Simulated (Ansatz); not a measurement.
Crystals of one structure type (rock salt) and one family of elements, relaxed and computed with DFT-LDA in the program Ansatz with PAW potentials.

```csv
crystal,gap (eV),electron conductivity mass (mₑ)
NaI,3.62,0.24
KBr,4.32,0.34
RbCl,4.85,?
LiBr,5.14,0.34
NaF,6.46,0.55
LiCl,6.48,0.42
LiF,9.70,0.97
```

Question: Fit a straight line to ln m* against ln E_g and predict the withheld value.

Answer: Least squares on the 6 shown rows: ln m* = 1.34 × ln E_g + (-3.168), with a scatter of 12 %. For RbCl this gives 0.35. The run itself gave 0.39, within the scatter.

All cells were relaxed under the symmetry of their starts (and spin orders); stability against distortions was not tested throughout. Spin–orbit coupling is left out wherever it is not named.

Potentials: the later of the program's two PAW sets.
